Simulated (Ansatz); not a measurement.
Given:

Relaxed TiSi$_{2}$ (C49 type, space group Cmcm):

```
TiSi2
1.0
    1.77297    -6.78252     0.00000
    1.77297     6.78252     0.00000
    0.00000     0.00000     3.57969
Si Ti
4 2
Cartesian
  1.77297  -5.98000   2.68477
  1.77297   5.98000   0.89492
  1.77297   3.38747   2.68477
  1.77297  -3.38747   0.89492
  1.77297  -1.39992   2.68477
  1.77297   1.39992   0.89492
```

Scan: atom 1 (Si, nearest neighbour Si at 2.404 Å; its periodic images, 3.5 Å or more away, move with it) is displaced along Cartesian [110], direction (0.707, 0.707, 0.000) in Cartesian axes, by s. The other atoms stay.

Method: PBE (plane waves to 420 eV, PAW, scalar-relativistic; Ansatz, an electronic-structure program). k mesh 11×11×11 (Γ-centred), Fermi-Dirac smearing 0.05 eV. Energies are smeared free energies. With partly filled bands, energies and forces of such displacements shift with the k mesh and the smearing. The PAW data are Ansatz's earlier set. This is one of several known forms of TiSi2; the measured ambient cells at hand have space group No. 70. TiSi2 is run without spin polarisation. TiSi2 was relaxed with its symmetry unable to fall. ΔE is measured from the undisplaced structure.

The scan covers s from -0.480 to 0.480 Å in 11 points.

**Question.** Is this a single well or a double well?

**Answer.** A single well with its minimum at or next to zero displacement.

**Question.** Is the energy the same for displacements of ±0.480 Å, and if not, which side lies higher?

**Answer.** Not even: the negative side lies higher at ±0.480 Å. With its periodic images moving along, the atom's site symmetry in this cell is mm2.

**Question.** What is the force constant k = d²E/ds² of this move at s = 0?

**Answer.** 8.34 eV/Å².

(For displaced atoms, the force is minus the slope of the energy, and its curvature is a force constant, which sets phonon frequencies.)
